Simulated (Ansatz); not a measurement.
One crystal and one scan (scan of one atom of the cell) at two levels, PBE (plane waves to 420 eV, PAW, scalar-relativistic; Ansatz, an electronic-structure program) and PBEsol (plane waves to 420 eV, PAW, scalar-relativistic; Ansatz), each from its own relaxed cell and on its own mesh. The cell shown is that of PBE.

Starting cell, HfO2 (fluorite):

```
CELL_PARAMETERS angstrom
      0.00000     5.09760     5.09760
      2.54880     0.00000     2.54880
      2.54880     2.54880     0.00000
ATOMIC_POSITIONS crystal
  Hf 0.00000 0.00000 0.00000
  Hf 0.50000 0.00000 0.00000
  O  0.12500 0.25000 0.25000
  O  0.62500 0.25000 0.25000
  O  0.37500 0.75000 0.75000
  O  0.87500 0.75000 0.75000
```

In each cell atom 4 (O, nearest neighbour Hf at 2.207 Å; its periodic images, 3.6 Å or more away, move with it) moves by s·(1.000, 0.000, 0.000) (along Cartesian x), the rest being held.

Energies are smeared free energies. HfO2 is run without spin polarisation. HfO2 was relaxed with its symmetry unable to fall. Spin-orbit coupling is left out, though Hf is heavy. This is a high-temperature form of HfO2. Percentages come from the unrounded values. Both scans cover s from -0.440 to 0.440 Å.

```tsv
quantity	PBE	PBEsol	PBE − PBEsol
Lattice constant a (Å)	5.098	5.044	+0.054 (+1.1 %)
Energy at s = 0.440 Å (meV/cell)	1216	1297	-81 (-6.3 %)
Force along the line at s = -0.440 Å (eV/Å)	5.752	6.132	-0.380 (-6.2 %)
Force constant k = d²E/ds² at s = 0 (finite differences) (eV/Å²)	11.87	12.70	-0.83 (-6.5 %)
```

PBE gives the higher value for: lattice constant a. PBE gives the lower value for: energy at s = 0.440 Å; force along the line at s = -0.440 Å; force constant k = d²E/ds² at s = 0. Both give the same shape of the curve: a single well with its minimum at or next to zero displacement. Neither level is exact: the differences show how much the result hangs on the functional.

ΔE (meV/cell), each from the undisplaced structure of its own level:

```tsv
s (Å)	PBE	PBEsol
-0.440	1208	1291
-0.352	760	813
-0.264	422	451
-0.176	186	198
-0.088	46	49
0.000	0	0
0.088	46	49
0.176	185	198
0.264	422	451
0.352	762	814
0.440	1216	1297
```

(A displaced cell: forces are minus the slopes of the energy, force constants its curvatures, and phonons follow from these.)
